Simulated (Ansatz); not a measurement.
With PBEsol (plane waves, PAW; program Ansatz), TePb in the zinc blende structure (F-43m) relaxes to a = 7.206 Å. Pb has 4 nearest neighbours from 3.12 Å (tetrahedral); Te has 4 nearest neighbours from 3.12 Å (tetrahedral). Against the elements it lies at -0.083 eV/atom, with no fitted shifts.

It is gapped at this level: 0.45 eV (indirect). The valence maximum lies at W and the conduction minimum at X (3 equivalent valleys). HSE06 on the same cell gives 0.89 eV. Gap from PBEsol with spin–orbit coupling: none (metallic). Electrons at the band edge weigh 0.34, 0.34, 2.0 mₑ (principal values). The hole mass is 0.42 mₑ (isotropic).

An equation-of-state fit gives a bulk modulus of 27.4 GPa. The relaxed-ion elastic constants in GPa are C11 = 28.8, C12 = 26.8, C44 = -6.9. Perturbation theory gives ε∞ = 9.68. Letting the ions move raises it to ε0 = 12.1. Born charges are Pb +2.02, Te -2.02 e. Without the LO–TO term the highest mode at Γ lies at 105 cm⁻¹.

The start of the workflow was typed in or built on a structure type; neither database checked (COD, Materials Project) lists it. It is not the phase usual at ambient conditions (space group No. 225). The PBEsol relaxation kept the symmetry of its start. At this level the phase is mechanically unstable. The references are the lowest solids computed at this level, not always the standard phases. Scalar-relativistic: spin–orbit coupling is off unless named, which matters more the heavier the elements.

Potentials: the earlier of the program's two PAW sets. The files were generated under PBE; for other functionals the program regenerates the frozen cores, and for LDA and PBEsol the local potential too.
